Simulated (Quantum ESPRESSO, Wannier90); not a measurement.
# CuI (P4/nmm), plane waves to Wannier functions

Materials Project entry mp-22863; symmetrised, unrelaxed at this level. Not found in the COD (Crystallography Open Database) copy used, which has the formula in other groups; not checked further. Computed values, not measurements, from PBEsol: Quantum ESPRESSO (norm-conserving PseudoDojo potentials, cutoff 74 Ry, no spin polarisation, no spin-orbit coupling) on a Γ-centred 8×8×6 mesh, then Wannier90. Density: 8×8×6 mesh, cold smearing 0.01 Ry. A non-magnetic state is assumed, with no Hubbard U; filled 3d bands tend to lie too high at this level. The cell is built of weakly bound layers, chains or molecules, whose nearest atoms lie 4.30 Å apart. Database cells relaxed without dispersion often hold them too far apart, which can enlarge gaps and weakens couplings between them; spacing and stacking were not compared with the measured crystal. Spin-orbit coupling is left out although heavy elements are present.

On the energy scale of pw.x, whose zero is arbitrary, the valence-band maximum lies at 6.73 eV.

Input w.win:

```
num_bands = 6
num_wann = 6
exclude_bands = 1-2,9-39
num_iter = 1000
conv_tol = 1.0e-6
conv_window = 4
write_hr = true
write_u_matrices = true
auto_projections = true
begin unit_cell_cart
ang
    4.0902000000    0.0000000000    0.0000000000
    0.0000000000    4.0902000000    0.0000000000
    0.0000000000    0.0000000000    6.5514600000
end unit_cell_cart
begin atoms_frac
Cu   0.5000000000  0.5000000000  0.0000000000
Cu   0.0000000000  0.0000000000  0.0000000000
I    0.5000000000  0.0000000000  0.2569700000
I    0.0000000000  0.5000000000 -0.2569700000
end atoms_frac
mp_grid = 8 8 6
begin kpoints
0.0000000000 0.0000000000 0.0000000000
0.0000000000 0.0000000000 0.1666666667
0.0000000000 0.0000000000 0.3333333333
... (381 more lines: the 8x8x6 mesh through Gamma)
end kpoints
```

Input of pw2wannier90.x that gives the overlap and projection files (equivalent; here they were cut from one run over all bands):

```
&inputpp
  outdir = './out'
  prefix = 'pwscf'
  seedname = 'w'
  write_amn = .true.
  write_mmn = .true.
  atom_proj = .true.
  atom_proj_exclude = 1 5 6 7 8 9 10 11 15 16 17 18 19 20 21 22 23 24 25 26 27 28
/
```

Output w.wout (banner and timings cut):

```
                                    ------
                                    SYSTEM
                                    ------

                              Lattice Vectors (Ang)
                    a_1     4.090200   0.000000   0.000000
                    a_2     0.000000   4.090200   0.000000
                    a_3     0.000000   0.000000   6.551460

                   Unit Cell Volume:     109.60420  (Ang^3)

                        Reciprocal-Space Vectors (Ang^-1)
                    b_1     1.536156   0.000000   0.000000
                    b_2     0.000000   1.536156   0.000000
                    b_3     0.000000   0.000000   0.959051

 *----------------------------------------------------------------------------*
 |   Site       Fractional Coordinate          Cartesian Coordinate (Ang)     |
 +----------------------------------------------------------------------------+
 | cu   1   0.50000   0.50000   0.00000   |    2.04510   2.04510   0.00000    |
 | cu   2   0.00000   0.00000   0.00000   |    0.00000   0.00000   0.00000    |
 | i    1   0.50000   0.00000   0.25697   |    2.04510   0.00000   1.68353    |
 | i    2   0.00000   0.50000  -0.25697   |    0.00000   2.04510  -1.68353    |
 *----------------------------------------------------------------------------*
                                ------------
                                K-POINT GRID
                                ------------

             Grid size =  8 x  8 x  6      Total points =  384

 *---------------------------------- MAIN ------------------------------------*
 |  Number of Wannier Functions               :                 6             |
 |  Number of Objective Wannier Functions     :                 6             |
 |  Number of input Bloch states              :                 6             |
 |  Output verbosity (1=low, 5=high)          :                 1             |
 |  Timing Level (1=low, 5=high)              :                 1             |
 |  Optimisation (0=memory, 3=speed)          :                 3             |
 |  Length Unit                               :               Ang             |
 |  Post-processing setup (write *.nnkp)      :                 F             |
 |  Using Gamma-only branch of algorithms     :                 F             |
 *----------------------------------------------------------------------------*
 *------------------------------- WANNIERISE ---------------------------------*
 |  Total number of iterations                :              1000             |
 |  Number of CG steps before reset           :                 5             |
 |  Trial step length for line search         :             2.000             |
 |  Convergence tolerence                     :         0.100E-05             |
 |  Convergence window                        :                 4             |
 |  Iterations between writing output         :                 1             |
 |  Iterations between backing up to disk     :               100             |
 |  Write r^2_nm to file                      :                 F             |
 |  Write xyz WF centres to file              :                 F             |
 |  Write on-site energies <0n|H|0n> to file  :                 F             |
 |  Use guiding centre to control phases      :                 F             |
 |  Use phases for initial projections        :                 F             |
 *----------------------------------------------------------------------------*
 *-------------------------------- PLOTTING ----------------------------------*
 |  Plotting Hamiltonian in WF basis          :                 T             |
 *----------------------------------------------------------------------------*

       ... (k-mesh section left out)

 Starting a new Wannier90 calculation ...

 Reading overlaps from w.mmn

 Reading projections from w.amn

 *------------------------------- WANNIERISE ---------------------------------*
 +--------------------------------------------------------------------+<-- CONV
 | Iter  Delta Spread     RMS Gradient      Spread (Ang^2)            |<-- CONV
 +--------------------------------------------------------------------+<-- CONV

 ------------------------------------------------------------------------------
 Initial State
  WF centre and spread    1  (  2.045100,  2.045100,  0.000000 )     0.19193050
  WF centre and spread    2  (  2.045100,  2.045100, -0.000059 )     0.19184901
  WF centre and spread    3  (  2.045100,  2.045100,  0.000059 )     0.19184901
  WF centre and spread    4  ( -0.000000,  0.000000, -0.000000 )     0.19193049
  WF centre and spread    5  (  0.000000,  0.000000,  0.000059 )     0.19184909
  WF centre and spread    6  ( -0.000000,  0.000000, -0.000059 )     0.19184909
  Sum of centres and spreads (  6.135300,  6.135300, -0.000000 )     1.15125719

      0     0.115E+01     0.0000000000        1.1512571864  <-- CONV
        O_D=      0.0000000 O_OD=      0.0000000 O_TOT=      1.1512572 <-- SPRD
 ------------------------------------------------------------------------------
      1    -0.711E-14     0.0000011517        1.1512571864  <-- CONV
        O_D=      0.0000000 O_OD=      0.0000000 O_TOT=      1.1512572 <-- SPRD
      2    -0.138E-13     0.0000011453        1.1512571864  <-- CONV
        O_D=      0.0000000 O_OD=      0.0000000 O_TOT=      1.1512572 <-- SPRD
      3    -0.202E-13     0.0000011325        1.1512571864  <-- CONV
        O_D=      0.0000000 O_OD=      0.0000000 O_TOT=      1.1512572 <-- SPRD
      4    -0.594E-12     0.0000011137        1.1512571864  <-- CONV
        O_D=      0.0000000 O_OD=      0.0000000 O_TOT=      1.1512572 <-- SPRD
             <<<     Delta < 1.000E-06  over  4 iterations     >>>
             <<< Wannierisation convergence criteria satisfied >>>
 Final State
  WF centre and spread    1  (  2.045100,  2.045100,  0.000000 )     0.19193050
  WF centre and spread    2  (  2.045100,  2.045100, -0.000059 )     0.19184901
  WF centre and spread    3  (  2.045100,  2.045100,  0.000059 )     0.19184901
  WF centre and spread    4  ( -0.000000,  0.000000, -0.000000 )     0.19193049
  WF centre and spread    5  (  0.000000,  0.000000,  0.000059 )     0.19184909
  WF centre and spread    6  ( -0.000000,  0.000000, -0.000059 )     0.19184909
  Sum of centres and spreads (  6.135300,  6.135300, -0.000000 )     1.15125719

         Spreads (Ang^2)       Omega I      =     1.151257151
        ================       Omega D      =     0.000000000
                               Omega OD     =     0.000000035
    Final Spread (Ang^2)       Omega Total  =     1.151257186
```
